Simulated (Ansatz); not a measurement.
Relaxed-ion elastic tensor of TiPt₃ (Cu3Au type, Pm-3m) in GPa (Voigt order), LDA (plane waves, PAW; program Ansatz); density 18.10 g/cm³, 14.52 Å³ per atom.

```
410  220  220  0.0  0.0  0.0
220  410  220  0.0  0.0  0.0
220  220  410  0.0  0.0  0.0
0.0  0.0  0.0  160  0.0  0.0
0.0  0.0  0.0  0.0  160  0.0
0.0  0.0  0.0  0.0  0.0  160
```

Q: Is the crystal mechanically stable?

A: Yes: the smallest eigenvalue of C is 160 GPa.

Q: Work out the Voigt, Reuss and Hill averages.

A: K_V = 283, K_R = 283, K_H = 283; G_V = 134, G_R = 126, G_H = 130 GPa.

Q: Give Young's modulus, Poisson's ratio, Pugh's ratio and the universal anisotropy index.

A: E = 9KG/(3K + G) = 338 GPa; ν = 0.30; K/G = 2.18 (ductile by the Pugh limit of 1.75); A_U = 5G_V/G_R + K_V/K_R − 6 = 0.33.

Q: Estimate the sound speeds and the Debye temperature.

A: v_l = √((K + 4G/3)/ρ) = 5020 m/s, v_t = √(G/ρ) = 2680 m/s, mean 2990 m/s; Θ = (h/k)(3n/4πV)^(1/3) v_m = 365 K.

Q: Give the Zener ratio and Young's modulus along [100], [110] and [111].

A: A = 2C44/(C11 − C12) = 1.68; 1/E = S11 − 2(S11 − S12 − S44/2)Γ with Γ = 0, 1/4, 1/3 gives 256, 353, 404 GPa.

Q: Solve the Christoffel equation for the three sound speeds along [100], [110], [111].

A: Eigenvalues of C_ijkl n_j n_l equal ρv². In km/s, slowest first: [100] 2.97, 2.97, 4.76; [110] 2.29, 2.97, 5.12; [111] 2.54, 2.54, 5.24.

The LDA relaxation kept the symmetry of its start; of distortions, only those at the zone centre were tested. No spin polarisation was allowed. As this level gives no gap, shear constants depend on the k-mesh and smearing (Fermi–Dirac, 0.1 eV here). Scalar-relativistic: spin–orbit coupling is off unless named, which matters more the heavier the elements.

Potentials: the later of the program's two PAW sets.
